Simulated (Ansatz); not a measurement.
# SnSe2, before and after

The guess for SnSe2 was made by a generator: species swapped into a sheet modelled on a layer of CuI2, with Sn on the Cu sites and Se on the I sites. Lengths were set from tabulated atomic sizes, so they are only a guess.

This is a two-dimensional sheet: the third axis spans vacuum and isn't periodic. Symmetry isn't written into the files.

start.cif

```cif
data_structure
_symmetry_space_group_name_H-M 'P 1'
_symmetry_Int_Tables_number 1
_cell_length_a 4.9701
_cell_length_b 4.9701
_cell_length_c 14.0000
_cell_angle_alpha 90.000
_cell_angle_beta 90.000
_cell_angle_gamma 90.000
_cell_volume 345.83
loop_
_atom_site_label
_atom_site_type_symbol
_atom_site_fract_x
_atom_site_fract_y
_atom_site_fract_z
_atom_site_occupancy
Sn1 Sn 0.00000 0.00000 0.50000 1
Se1 Se 0.00000 0.50000 0.50000 1
Se2 Se 0.50000 0.00000 0.50000 1
```

These are results of DFT PBE, scalar-relativistic, plane waves, PAW in Ansatz, not measurements. Cutoff 420 eV, Gaussian smearing, Γ-centred meshes. In-plane cell and atoms relax first on a coarse mesh and then on a finer one. In metals the finer mesh still leaves noise of several meV/atom or more. The steps can't lower the symmetry of their start. No spin polarisation.

end.cif

```cif
data_structure
_symmetry_space_group_name_H-M 'P 1'
_symmetry_Int_Tables_number 1
_cell_length_a 5.2667
_cell_length_b 5.2667
_cell_length_c 23.8000
_cell_angle_alpha 90.000
_cell_angle_beta 90.000
_cell_angle_gamma 90.000
_cell_volume 660.17
loop_
_atom_site_label
_atom_site_type_symbol
_atom_site_fract_x
_atom_site_fract_y
_atom_site_fract_z
_atom_site_occupancy
Sn1 Sn 0.00000 0.00000 0.29412 1
Se1 Se 0.00000 0.50000 0.29412 1
Se2 Se 0.50000 0.00000 0.29412 1
```

The symmetry stays p4/mmm (No. 61). The area per atom grows by 12.3 %, from 8.2 to 9.2 Å². The shortest distance goes from 2.49 Å (Sn–Se) to 2.63 Å (Sn–Se). The energy falls by about 0.19 eV/atom (the start's value is from the coarse mesh). The program sets the height of the box itself, so the height of the cell differs between start and end.

| Quantity | Value |
| --- | --- |
| Layer group | p4/mmm (No. 61) |
| In-plane cell | a = 5.267 Å, b = 5.267 Å, γ = 90.0° |
| Area per atom | 9.25 Å² |
| Thickness between the outermost nuclei | 0.00 Å |
| Energy over the elements | +0.35 eV/atom |
| Gap on the 10×10×1 mesh of the 3-atom cell | 0 eV (a metal) |

The zero of energy is the elements' standard structures at the same level; no fitted shifts are applied. The references include grey tin. It can't be a ground state, since the elements alone are lower.

The last run used Gaussian smearing of 0.10 eV. The reference form of Se is held partly by dispersion forces, which this level lacks. A structure relaxed within its symmetry needn't be a true minimum. In all, the 3 runs took 2.8 min on 1 thread of Arm Neoverse V2 (shared host).
